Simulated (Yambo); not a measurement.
## How GW settings move the gap: CsTaP$_{2}$O$_{8}$

G0W0@PBEsol for CsTaP₂O₈ (space group C2/m, No. 12) in Yambo. Reference settings: 2×2×1 Γ-centred k mesh, bands 2 to 307 and a 7 Ry block in the screening, 307 bands in G with the Bruneval-Gonze terminator, plasmon pole fitted at 27.2 eV. The PBEsol gap (-0.5, -0.5, 0) → Γ on this mesh is 3.40 eV; G0W0 gaps are taken between the same points.

```
change from the reference       G0W0 gap (-0.5, -0.5, 0) → Γ (eV)  shift of the valence edge (eV)        rough Yambo cost
------------------------------  ---------------------------------  ------------------------------  ----------------------
reference settings                                           6.12                           -1.12                       1
120 bands in W, 120 bands in G                               6.31                           -0.96               about 1/2
200 bands in W, 200 bands in G                               6.18                           -1.06  within a factor of two
120 bands in G                                               6.17                           -1.10                       –
200 bands in G                                               6.13                           -1.12                       –
146 bands in W                                               6.23                           -1.02  within a factor of two
2 Ry block                                                   6.74                           -1.45  within a factor of two
3 Ry block                                                   6.28                           -1.16  within a factor of two
6 Ry block                                                   6.11                           -1.10  within a factor of two
pole fitted at 55 eV                                         6.14                           -1.19                       –
no random integration                                        5.99                           -0.83                       –
120 bands in G, no terminator                                6.34                           -0.51                       –
200 bands in G, no terminator                                6.21                           -0.76                       –
no terminator                                                6.15                           -0.92                       –
```

The reference isn't shown to be the converged limit. Costs are rough (shared machines), scaled to the same edge states, and given only for runs that recompute the screening.

Without spin-orbit coupling, band edges of such heavy elements can be off by tenths of an eV.

Geometry of the Materials Project entry, not relaxed at this level; primitive cell a = b = 5.1535 Å, c = 9.0169 Å, α = β = 92.81°, γ = 61.77°.

The structure is a Materials Project entry; no match was found in the copy of COD used, and its stability was not checked.

A shift is the quasiparticle energy of the state minus its PBEsol energy.
